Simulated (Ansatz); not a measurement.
Relaxed-ion elastic tensor of BAs (zinc blende, space group No. 216) in GPa (Voigt order), DFT-r²SCAN in the program Ansatz with PAW potentials; density 5.20 g/cm³, 13.69 Å³ per atom.

```
 289  66.6  66.6   0.0   0.0   0.0
66.6   289  66.6   0.0   0.0   0.0
66.6  66.6   289   0.0   0.0   0.0
 0.0   0.0   0.0   157   0.0   0.0
 0.0   0.0   0.0   0.0   157   0.0
 0.0   0.0   0.0   0.0   0.0   157
```

Question: Is the crystal mechanically stable?

Answer: Yes: the smallest eigenvalue of C is 157 GPa.

Question: Work out the Voigt, Reuss and Hill averages.

Answer: K_V = 141, K_R = 141, K_H = 141; G_V = 139, G_R = 135, G_H = 137 GPa.

Question: Give Young's modulus, Poisson's ratio, Pugh's ratio and the universal anisotropy index.

Answer: E = 9KG/(3K + G) = 311 GPa; ν = 0.13; K/G = 1.03 (brittle by the Pugh limit of 1.75); A_U = 5G_V/G_R + K_V/K_R − 6 = 0.14.

Question: Estimate the sound speeds and the Debye temperature.

Answer: v_l = √((K + 4G/3)/ρ) = 7890 m/s, v_t = √(G/ρ) = 5130 m/s, mean 5630 m/s; Θ = (h/k)(3n/4πV)^(1/3) v_m = 701 K.

Question: Give the Zener ratio and Young's modulus along [100], [110] and [111].

Answer: A = 2C44/(C11 − C12) = 1.41; 1/E = S11 − 2(S11 − S12 − S44/2)Γ with Γ = 0, 1/4, 1/3 gives 265, 320, 344 GPa.

Question: Solve the Christoffel equation for the three sound speeds along [100], [110], [111].

Answer: Eigenvalues of C_ijkl n_j n_l equal ρv² (piezoelectric stiffening left out). In km/s, slowest first: [100] 5.50, 5.50, 7.46; [110] 4.63, 5.50, 8.03; [111] 4.94, 4.94, 8.21.

Space group F-43m (zinc blende). The cell was relaxed with r²SCAN under the symmetry of its start; phonons on a q-mesh show no instability.

Potentials: the later of the program's two PAW sets.
